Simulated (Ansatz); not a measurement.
## Au

```
CELL_PARAMETERS angstrom
2.90000 0.00000 0.00000
-1.45000 2.51147 0.00000
0.00000 0.00000 4.88000
ATOMIC_POSITIONS crystal
Au 0.33333 0.66667 0.75000
Au 0.66667 0.33333 0.25000
```

Atom numbers follow the list: Au1, Au2.

The cell comes from COD entry 1545302, which wasn't checked; take it as a given geometry.

No spin–orbit coupling, which matters for the heavy atoms here.

All numbers below come from Ansatz 0.2.0, DFT, PBEsol, all-electron LAPW, scalar-relativistic.

Numerical set-up: a Γ-centred 14×14×8 k mesh, Fermi–Dirac smearing of 0.03 eV, basis error target 0.5 meV/atom, no spin polarisation.

```json
{
  "Pressure at this cell": "-6.39 GPa",
  "Volume per atom": "17.77 Å³"
}
```

Predict this quantity. Band gap.

none: bands cross the Fermi level, a metal.

Predict this quantity. Stress xx, yy, zz (compression positive).

-6.30, -6.30, -6.59 GPa.

Give the computed value. Density of states at the Fermi level (0.2 eV bin).

0.70 states/eV per cell.
